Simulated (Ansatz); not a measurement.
ZnSnP2 (chalcopyrite, space group No. 122), DFT-PBEsol in the program Ansatz with PAW potentials. The conduction-band minimum lies at Γ, with 1 equivalent valley. Second derivatives d²E/dk² of the lowest band at one valley (eV·Å²), along Cartesian directions:

```json
[
 {"direction": "[100]", "d²E/dk²": "116.1"},
 {"direction": "[010]", "d²E/dk²": "116.1"},
 {"direction": "[001]", "d²E/dk²": "107.9"},
 {"direction": "[110]", "d²E/dk²": "115.9"},
 {"direction": "[101]", "d²E/dk²": "111.8"},
 {"direction": "[011]", "d²E/dk²": "111.8"}
]
```

### Question
Find the principal effective masses, the density-of-states mass and the conductivity mass.

### Answer
Off-diagonal terms follow from H_xy = H[110] − (H_xx + H_yy)/2, and m*/mₑ = 7.620 eV·Å² over each eigenvalue: 0.066, 0.066, 0.071. One valley's DOS mass (m₁m₂m₃)^(1/3) = 0.067, conductivity mass 3/(Σ 1/mᵢ) = 0.067 mₑ.

### Question
What effective density of states Nc follows at 300 K for parabolic valleys?

### Answer
Nc = 2.509e19 × 1 × (0.067)^(3/2) ≈ 4.4e17 cm⁻³.

Space group I-42d (chalcopyrite). Symmetry was held in the PBEsol relaxation. Spin–orbit coupling is left out wherever it is not named.

Potentials: the later of the program's two PAW sets.

Edges and masses are those of Kohn–Sham bands, whose gap is no quasiparticle gap.
